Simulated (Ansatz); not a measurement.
Input and command of a plane-wave DFT calculation in Ansatz:

```yaml
crystal:
  lattice:
    - [2.797872888, 0.0, 0.0]
    - [0.0, 2.797872888, 0.0]
    - [0.0, 0.0, 4.3683276466]
  atoms:
    - { symbol: Ti, position: [0.0, 1.0, 0.0] }
    - { symbol: Al, position: [0.5, 0.5, 0.5] }
    - { symbol: H, position: [0.5, 0.5, 0.0] }
basis:
  ecutwfc: 420
kpoints:
  mp_grid: { grid: [12, 12, 8] }
hamiltonian:
  xc: pbe
scf:
  occupations: { method: gaussian, width: 0.1 }
output:
  forces: true
  stress: true
  eigenvalues: true
relax:
  adjacent_minimum: "off"
  f_tol: 0.025
  max_steps: 70
  cell: { stress_tol: 0.12 }
```

```bash
ansatz run input.yaml --threads 2 --pin off --max-ram 5120MiB --backend cpu --events-out ev --progress --plain --runs-dir out
```

Processor: Arm Neoverse V2, 2 threads, on a host shared with other jobs.

Estimate time, memory and problem size.

About 4.7 s on 2 threads of Arm Neoverse V2 (shared host), peak memory 0.36 GiB. It solves 12 bands at 140 k points (the mesh reduced by the symmetry that the task leaves, which can be less than the crystal's) with about 683 plane waves (on the last cell), in 20 SCF iterations over 3 ionic steps.
